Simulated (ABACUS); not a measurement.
Consider a self-consistent single point of MoS2 (R3m, 3 atoms in the cell; from Materials Project mp-1434, changed as shown).

```yaml
crystal:
  lattice:
    - [1.62399, 0.93761, 6.61174]
    - [-1.62399, 0.93761, 6.61174]
    - [0.00000, -1.87522, 6.61174]
  atoms:
    - { symbol: Mo, position: [0.99978, 0.99978, 0.99978] }
    - { symbol: S, position: [0.41294, 0.41294, 0.41294] }
    - { symbol: S, position: [0.25330, 0.25330, 0.25330] }
```

Level of theory: PBE, numerical atomic orbitals DZP (confined pseudo-atomic orbitals with Gaussian additions; energy shift 0.003 Ry), PseudoDojo 0.5 standard norm-conserving PBE (tails mended) pseudopotentials run with ABACUS.

ABACUS settings:

- basis: DZP numerical atomic orbitals, energy shift 0.003 Ry
- KPT: Gamma 8 8 8 0 0 0
- basis_type: lcao
- dft_functional: PBE
- ecutwfc: 100 Ry
- smearing_method: fd
- smearing_sigma: 0.00146997 Ry
- potentials: PseudoDojo 0.5 standard norm-conserving PBE (tails mended)
- symmetry: 1
- symmetry_prec: 1e-05
- ks_solver: genelpa
- scf_nmax: 100
- scf_thr: 1.0e-07
- mixing_type: pulay
- mixing_beta: 0.4

**Question.** Estimate, at this level of theory: gap on the k-point mesh, pressure and largest force (vector length).

**Answer.** The run gave:

- Gap on the k-point mesh: 1.16 eV
- Pressure: -5.04 GPa
- Largest force (vector length): 0.488 eV/Å

Gaps are taken between levels on the mesh.

For comparison: a first run was changed to give this one (lattice scaled by 1.02), and from it to this one the free energy goes up by 10.1 meV/atom, the pressure goes from 2.66 to -5.04 GPa, the largest force goes from 0.453 to 0.488 eV/Å and the gap on the mesh goes from 1.221 to 1.157 eV.

The atom-centred basis is finite, which shifts total energies, pressures, gaps and forces against plane waves. The structure comes from a collection of computed structures, made at another level of theory; the collection holds predicted forms beside known ones.

Cost on one core: very roughly 80 core-seconds.

The atomic orbitals were generated for these runs; they are not ABACUS's published sets and were checked against plane waves on a few crystals only.

“Tails mended”: in these copies of the files the far tail of each local potential was reset to the Coulomb form.
